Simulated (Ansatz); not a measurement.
CaO (zinc blende, space group No. 216), plane-wave PAW PBEsol (Ansatz code): ε∞ = 3.34, cell volume 34.74 Å³. Infrared-active transverse modes:

```json
[
 {"ω_TO (cm⁻¹)": "380.6", "oscillator strength S_xx (e²/amu)": "0.3826"}
]
```

**Question.** Compute the static dielectric constant.

**Answer.** Each mode adds (4.921e7/V) S/ω²: 3.74. So ε0 = 7.08.

**Question.** What LO frequency does the Lyddane–Sachs–Teller relation give?

**Answer.** ω_LO = ω_TO √(ε0/ε∞) = 554 cm⁻¹.

Space group F-43m (zinc blende). The start of the workflow was typed in or built on a structure type; neither database checked (COD, Materials Project) lists it. It is not the phase usual at ambient conditions (space group No. 225). The PBEsol relaxation kept the symmetry of its start; phonons on a q-mesh show no instability.

Potentials: the later of the program's two PAW sets.
